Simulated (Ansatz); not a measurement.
## CdSe (zinc blende), energy against volume

CdSe (zinc blende)

Space group F-43m (No. 216); a = b = c = 6.134 Å, α = β = γ = 90.00°

| atom | site | symmetry | x | y | z |
|---|---|---|---|---|---|
| Se | 4d | -43m | 0.7500 | 0.7500 | 0.7500 |
| Cd | 4a | -43m | 0.0000 | 0.0000 | 0.0000 |
(The calculation used a cell of 2 atoms; values per cell refer to that cell.)

The volume is varied about the relaxed value V₀ at fixed cell shape. Symmetry pins the atoms to their sites.

All values below come from r2SCAN (plane waves to 500 eV, PAW, scalar-relativistic; Ansatz, a program for electronic structure). k mesh 10×10×10 (Γ-centred), Fermi-Dirac smearing 0.05 eV. Energies are smeared free energies. Stress and pressure are positive under compression. CdSe was relaxed with its symmetry unable to fall. The zero of ΔE is the relaxed starting cell.

| a (Å) | ΔE (meV/atom) | P (GPa) |
|---|---|---|
| 5.7874 | 163.8 | 13.4 |
| 5.8480 | 107.4 | 10.2 |
| 5.9073 | 65.0 | 7.5 |
| 5.9655 | 34.6 | 5.2 |
| 6.0226 | 14.6 | 3.2 |
| 6.0786 | 3.4 | 1.5 |
| 6.1337 | 0.0 | 0.0 |
| 6.1877 | 3.2 | -1.3 |
| 6.2408 | 12.0 | -2.4 |
| 6.2931 | 25.8 | -3.3 |
| 6.3444 | 43.8 | -4.1 |
| 6.3950 | 65.4 | -4.9 |
| 6.4447 | 90.2 | -5.5 |

Derived quantities:

```yaml
pressure_at_the_smallest_volume: 13.4 GPa
energy_cost_of_the_largest_compression: 163.8 meV/atom
energy_cost_of_the_largest_expansion: 90.2 meV/atom
Bulk modulus B₀ (third-order Birch-Murnaghan fit): 51.5 GPa
Pressure derivative B₀′ (fit): 4.6
equilibrium_volume_of_the_fit: 28.84 Å³/atom
Pressure for 5 % compression (fit): 3.0 GPa
```

(A scan under strain: stresses follow from slopes of the energy per volume, elastic moduli from its curvatures.)
